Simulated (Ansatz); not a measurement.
Values for one crystal, relaxed and computed with r²SCAN (plane waves, PAW; program Ansatz); other levels are named.

| Property | Value |
|---|---|
| Volume per atom | 17.85 Å³ |
| Electronic character | metallic (no gap) |
| Gap with spin–orbit coupling | none (metallic) |
| Density of states at the Fermi level | 0.27 states/eV per atom (mean over ±0.08 eV) |
| Mechanical stability | unstable (C has a negative eigenvalue) |
| Pressure derivative B′ | 5.7 |
| Bulk modulus (Birch–Murnaghan fit) | 96.1 GPa |

Which of these materials gives this?
A) Ag, A15 (β-W type)
B) Al, fcc (Cu type)
C) Na, C2/m (Na on 2a, Na on 4i)
D) Gd, hcp (Mg type)

A, Ag, A15 (β-W type)

Space group Pm-3n (A15 (β-W type)). The start of the workflow was typed in or built on a structure type; neither database checked (COD, Materials Project) lists it. It is not the phase usual at ambient conditions (space group No. 225). Symmetry was held in the r²SCAN relaxation. No spin polarisation was allowed. Scalar-relativistic: spin–orbit coupling is off unless named, which matters more the heavier the elements.

Potentials: the earlier of the program's two PAW sets.
